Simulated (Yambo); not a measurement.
Yambo run on CuI (space group Cmcm, No. 63). The wavefunctions are PBEsol (pw.x of Quantum ESPRESSO, ONCV potentials, with spin-orbit coupling) ones on a 2×2×2 mesh (52 occupied bands); a = b = 4.811 Å, c = 4.366 Å, α = β = 90.00°, γ = 93.18°.

Yambo input:

```
rim_cut
gw0
dyson
el_el_corr
HF_and_locXC
ppa
em1d
RandQpts= 1000000
RandGvec= 1 Ry
EXXRLvcs= 92 Ry
VXCRLvcs= 368 Ry
Chimod= "HARTREE"
% BndsRnXp
 17 | 354 |
%
NGsBlkXp= 3 Ry
% LongDrXp
 1.0 | 1.0 | 1.0 |
%
PPAPntXp= 27.2114 eV
% GbndRnge
 1 | 354 |
%
GTermKind= "BG"
DysSolver= "n"
ExtendOut
% QPkrange
 1 | 1 | 52 | 53 |
%
```

k points by index: 1 = Γ.

The o-*.qp file then holds:

```
#    K-point    Band    Eo [eV]    E [eV]    E-Eo [eV]    Vxc [eV]    Vnlxc [eV]    Sc|Eo [eV]    Sc|E [eV]    dSc/dw|Eo [eV]    Re(Z)    Im(Z)
#
    1    52    0.000000    -0.472077    -0.472077    -22.56340    -27.04643    3.871255    4.010955    -8.049957    0.771703    -0.001606
    1    53    0.705693    1.081379    0.375686    -11.98911    -7.825290    -3.694720    -3.788132    -6.763766    0.800918    -0.001429
```
(The two width columns are left out.) Convergence of these settings isn't established.

Geometry relaxed with PBE+D3(BJ).

This is not the ordinary phase of the substance; no match was found in the copy of COD used, and its stability was not checked.
